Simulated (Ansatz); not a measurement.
Zr2TiN3: stable or not

The structure comes from a generated guess, relaxed at this level; another structure or a mixture of phases may lie lower.

Computed with DFT PBE, scalar-relativistic, plane waves, PAW (Ansatz 0.2.0). Cutoff 420 eV, Γ-centred 16×16×16 mesh (6-atom cell), Gaussian smearing of 0.10 eV, no spin polarisation.

```
Zr Ti N
1.0
    -1.59369    1.59369    6.74377
     1.59369   -1.59369    6.74377
     1.59369    1.59369   -6.74377
Zr Ti N
2 1 3
Direct
  0.83906 0.83906 0.00000
  0.16094 0.16094 0.00000
  0.50000 0.50000 0.00000
  0.66408 0.66408 0.00000
  0.33592 0.33592 0.00000
  0.00000 0.00000 0.00000
```

Energies over the elements count from the elements' standard structures at the same level (N₂ as a molecule), with no fitted energy shifts.

Question: These tests were run: energy against the elements; phonons at Γ. What do they show?

Answer:

```
                       test                        result
energy against the elements                 −1.68 eV/atom
               phonons at Γ  lowest optical mode 166 cm⁻¹
```

It fails none of these tests. Whether a mixture of other phases lies lower isn't tested here. Phonons away from Γ weren't computed.

The run for the phonons used a 16×16×16 k mesh and Fermi–Dirac smearing of 0.15 eV.
